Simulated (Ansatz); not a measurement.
The relaxed structure here is a generated cell of SiO2: the first start was made by placing the elements on the sites of a structure type, and the end was not matched to a known phase here, so it may be hypothetical. Known forms of SiO2 include space group No. 92, 136, 152, 154.

The end point of a relaxation of SiO2. Method: PBEsol (plane waves to 420 eV, PAW, scalar-relativistic; Ansatz, a first-principles code).

```cif
data_O4Si2
_chemical_formula_sum 'O4 Si2'
_space_group_name_H-M_alt 'P 1'
_space_group_IT_number 1
_cell_length_a 3.41857
_cell_length_b 3.41857
_cell_length_c 4.15467
_cell_angle_alpha 90.000
_cell_angle_beta 90.000
_cell_angle_gamma 90.000
loop_
_space_group_symop_operation_xyz
  'x, y, z'
loop_
_atom_site_label
_atom_site_type_symbol
_atom_site_fract_x
_atom_site_fract_y
_atom_site_fract_z
_atom_site_occupancy
O1 O 0.00000 0.00000 0.00000 1
O2 O 0.50000 0.50000 0.00000 1
O3 O 0.50000 0.00000 0.41540 1
O4 O 0.00000 0.50000 0.58460 1
Si1 Si 0.50000 0.00000 0.79119 1
Si2 Si 0.00000 0.50000 0.20881 1
```

Find the space group and the Wyckoff positions (tolerance 0.01 Å).

Space group P4/nmm, origin choice 1 (No. 129); a = 3.4186 Å, b = 3.4186 Å, c = 4.1547 Å, α = 90.00°, β = 90.00°, γ = 90.00°

```
atom  site  symmetry       x       y       z
----  ----  --------  ------  ------  ------
O       2a      -4m2  0.0000  0.0000  0.0000
O       2c       4mm  0.5000  0.0000  0.4154
Si      2c       4mm  0.0000  0.5000  0.2088
```

Give the shortest distances between elements (the closest pairs, up to four, under 3.6 Å).

O–Si 1.56 Å; O–O 2.42 Å; Si–Si 2.98 Å.

- Volume per atom = 8.09 Å³
- Band gap = 0.67 eV, indirect (valence top at M, conduction bottom at Γ) (no spin-orbit coupling)
- Smallest direct gap = 1.25 eV at Γ

No spin polarisation in the result.

The run could not lose the symmetry of its start: the end is stationary, and may be a saddle point rather than a minimum.
